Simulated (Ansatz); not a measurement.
Nb3Sn:
```cif
data_Nb6Sn2
_chemical_formula_sum 'Sn2 Nb6'
_space_group_name_H-M_alt 'Pm-3n'
_space_group_IT_number 223
_space_group_name_Hall '-P 4n 2 3'
_cell_length_a 5.22079
_cell_length_b 5.22079
_cell_length_c 5.22079
_cell_angle_alpha 90.000
_cell_angle_beta 90.000
_cell_angle_gamma 90.000
loop_
_atom_site_label
_atom_site_type_symbol
_atom_site_symmetry_multiplicity
_atom_site_Wyckoff_symbol
_atom_site_fract_x
_atom_site_fract_y
_atom_site_fract_z
_atom_site_occupancy
Sn1 Sn 2 a 0.00000 0.00000 0.00000 1
Nb1 Nb 6 c 0.00000 0.50000 0.25000 1
```

Relaxed with LDA.

Problem. Decompose the optical modes at the zone centre into irreducible representations, and say which are infrared and Raman allowed.

Solution. Point group m-3m: Γ_opt = A2g + Eg + T1g + 2T1u + T2g + 2T2u. Infrared: T1u. Raman: Eg, T2g.

Problem. Assign frequencies (DFPT, LDA (plane waves, PAW; program Ansatz)).

Solution. T2u 97, T1g 111, T2g 132, T1u 142, A2g 166, Eg 168, T1u 201, T2u 213 cm⁻¹.

The LDA relaxation kept the symmetry of its start. No spin polarisation was allowed. As this level gives no gap, phonon frequencies hold no LO–TO term and depend on the k-mesh and smearing (Fermi–Dirac, 0.1 eV here). Scalar-relativistic: spin–orbit coupling is off unless named, which matters more the heavier the elements.

Potentials: the later of the program's two PAW sets.
